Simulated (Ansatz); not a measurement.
HgPt:
```
HgPt
1.0
    3.00228     0.00000     0.00000
    0.00000     3.00228     0.00000
    0.00000     0.00000     3.90392
Hg Pt
1 1
Direct
  0.00000   0.00000   0.00000
  0.50000   0.50000   0.50000
```

Relaxed with r²SCAN. Special points in fractions of this cell's reciprocal vectors: Γ (0.000, 0.000, 0.000); X (0.000, 0.500, 0.000); M (0.500, 0.500, 0.000); Z (0.000, 0.000, 0.500); R (0.000, 0.500, 0.500); A (0.500, 0.500, 0.500).

Task: List the band energies nearest the Fermi level at these points for the program Ansatz at the r²SCAN level (PAW).

Result: In eV from the Fermi level; about four levels below and three above (degenerate sets whole), none deeper than 8.9 eV; … stands for higher levels left out; points with the same levels are listed once.

| k | below | above |
|---|---|---|
| Γ | -3.13 -1.26 -1.26 -0.99 | 1.66 6.56 8.75 8.75 |
| X | -3.81 -3.60 -2.42 -1.75 | 0.83 8.92 9.85 |
| M | -1.69 -1.69 -1.59 -0.03 | 0.13 0.13 3.98 |
| Z | -2.45 -2.22 -2.22 -1.14 | 13.78 13.78 … |
| R | -1.57 -1.26 -1.17 -0.94 | 2.56 3.10 13.68 |
| A | -4.37 -4.37 -1.77 -0.03 | 1.75 5.20 6.10 6.10 |

Space group P4/mmm (L1₀ or tetragonal B2). The workflow started from an entry of the Crystallography Open Database (COD). Whether it is the stable phase at ambient conditions was not checked. The r²SCAN relaxation kept the symmetry of its start; its stability against distortions is not shown here. No spin polarisation was allowed. Spin–orbit coupling is left out wherever it is not named.

Potentials: the later of the program's two PAW sets.
